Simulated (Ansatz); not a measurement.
SnSe:
```
SnSe
1.0
   11.67335     0.00000     0.00000
    0.00000     4.12328     0.00000
    0.00000     0.00000     4.64961
Sn Se
4 4
Direct
  0.62093   0.75000   0.37715
  0.37907   0.25000   0.62285
  0.87907   0.25000   0.87715
  0.12093   0.75000   0.12285
  0.14720   0.25000   0.51455
  0.85280   0.75000   0.48545
  0.35280   0.75000   0.01455
  0.64720   0.25000   0.98545
```

Relaxed with r²SCAN+D4. r²SCAN+D4 in the plane-wave PAW code Ansatz gives a gap of 0.98 eV.

Q: What gap does HSE06 give on the same cell (Ansatz, PAW)?

A: 1.13 eV, 0.15 eV more. The hybrid was solved on a coarser mesh and at special points; the gap given is the minimum over both.

| k | v1 r²SCAN+D4 | c1 r²SCAN+D4 | v1 HSE06 | c1 HSE06 |
|---|---|---|---|---|
| Γ | -0.32 | 1.16 | -0.37 | 1.39 |
| X | -0.50 | 2.74 | … | … |
| Z | -0.10 | 1.62 | -0.10 | 1.83 |
| U | -0.12 | 1.63 | … | … |
| Y | -0.97 | 1.47 | … | … |
| S | -1.17 | 1.75 | -1.25 | 1.95 |
| T | -1.31 | 2.97 | -1.44 | 3.28 |
| R | -1.47 | 2.85 | … | … |

Q: Top valence (v1) and lowest conduction level (c1) in eV from each method's valence maximum (which need not be a listed point): supply the withheld HSE06 values.

A: 
- X, v1 HSE06: -0.56
- X, c1 HSE06: 3.04
- U, v1 HSE06: -0.12
- U, c1 HSE06: 1.84
- Y, v1 HSE06: -1.04
- Y, c1 HSE06: 1.65
- R, v1 HSE06: -1.60
- R, c1 HSE06: 3.11

Cost on shared cores: the r²SCAN+D4 run (SCF on a 3×7×6 mesh, then bands and DOS) roughly 6 core-minutes, the HSE06 run (SCF on 2×4×4, then a few points) very roughly 6 core-minutes; the tasks are unlike.

Space group Pnma. Symmetry was held in the r²SCAN+D4 relaxation. Spin–orbit coupling is left out wherever it is not named.

Potentials: the earlier of the program's two PAW sets. The files were generated under PBE; for other functionals the program regenerates the frozen cores, and for LDA and PBEsol the local potential too.
